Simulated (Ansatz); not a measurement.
**Frozen-phonon scan for BaLiF3 (cubic perovskite)**

Relaxed BaLiF$_{3}$ (cubic perovskite):

```
BaLiF3
1.0
    7.77536     0.00000     0.00000
    0.00000     3.88768     0.00000
    0.00000     0.00000     3.88768
Ba Li F
2 2 6
Direct
  0.00000   0.00000   0.00000
  0.50000   0.00000   0.00000
  0.25000   0.50000   0.50000
  0.75000   0.50000   0.50000
  0.00000   0.50000   0.50000
  0.50000   0.50000   0.50000
  0.25000   0.00000   0.50000
  0.75000   0.00000   0.50000
  0.25000   0.50000   0.00000
  0.75000   0.50000   0.00000
```

A phonon eigenvector at X = (0.5, 0.0, 0.0) is frozen into this cell: atom i moves by Q times the vector below, so Q is the largest atomic displacement, in Å. The cell is held. It is one choice among 2 degenerate patterns. (q is in reciprocal vectors of the primitive cell; the cell shown is doubled to hold the pattern.)

```tsv
atom	x	y	z
Ba1	0.000	0.000	1.000
Ba2	0.000	0.000	-1.000
F5	0.000	0.000	0.317
F6	0.000	0.000	-0.317
```

Atoms not listed stay in place.

Calculation: LDA (plane waves to 420 eV, PAW, scalar-relativistic; Ansatz, a first-principles code). k mesh 5×9×9 (Γ-centred), Fermi-Dirac smearing 0.05 eV. Energies are smeared free energies. Stress and pressure are positive under compression. BaLiF3 was relaxed with its symmetry unable to fall. ΔE is measured from the undisplaced structure.

| Q (Å) | ΔE (eV/cell) | P (GPa) | −dE/dQ from forces (eV/Å) |
|---|---|---|---|
| -0.180 | 0.1064 | 0.70 | 1.211 |
| -0.150 | 0.0733 | 0.48 | 0.994 |
| -0.120 | 0.0466 | 0.31 | 0.786 |
| -0.090 | 0.0261 | 0.17 | 0.584 |
| -0.060 | 0.0116 | 0.08 | 0.386 |
| -0.030 | 0.0029 | 0.02 | 0.192 |
| 0.000 | 0.0000 | 0.00 | 0.000 |
| 0.030 | 0.0029 | 0.02 | -0.192 |
| 0.060 | 0.0116 | 0.08 | -0.386 |
| 0.090 | 0.0261 | 0.17 | -0.584 |
| 0.120 | 0.0466 | 0.31 | -0.786 |
| 0.150 | 0.0733 | 0.48 | -0.994 |
| 0.180 | 0.1064 | 0.70 | -1.211 |

Read from the data:

The energy at Q = 0.180 Å is 106.4 meV/cell. Space group of the distorted cell: Pmma (No. 51), lowered from Pm-3m. Symmetry of the curve: even: the same for both signs. Shape of the curve: a single well with its minimum at or next to zero displacement. Harmonic wavenumber from the curvature (finite differences): 79 cm⁻¹. Wavenumber by perturbation theory (DFPT, on another k mesh): 79 cm⁻¹.

(A displaced cell: forces are minus the slopes of the energy, force constants its curvatures, and phonons follow from these.)
